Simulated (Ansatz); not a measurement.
In LDA in the plane-wave PAW code Ansatz, Sb in the cubic phase (I-43m; Sb on 8c) relaxes to a = 6.579 Å.

The Kohn–Sham gap is 0.19 eV (direct). The valence maximum lies at Γ and the conduction minimum at Γ.

The relaxed-ion elastic constants in GPa are C11 = 17.8, C12 = 11.5, C44 = 11.1. The elastic constants imply a Debye temperature near 110 K. The highest mode at Γ lies at 197 cm⁻¹.

The start of the workflow was typed in or built on a structure type; neither database checked (COD, Materials Project) lists it. It is not the phase usual at ambient conditions (space group No. 166). The LDA relaxation kept the symmetry of its start; of distortions, only those at the zone centre were tested. A crystal of weakly bound molecules computed without a dispersion correction: the cell and the soft elastic constants depend strongly on that. Scalar-relativistic: spin–orbit coupling is off unless named, which matters more the heavier the elements.

Potentials: the later of the program's two PAW sets.
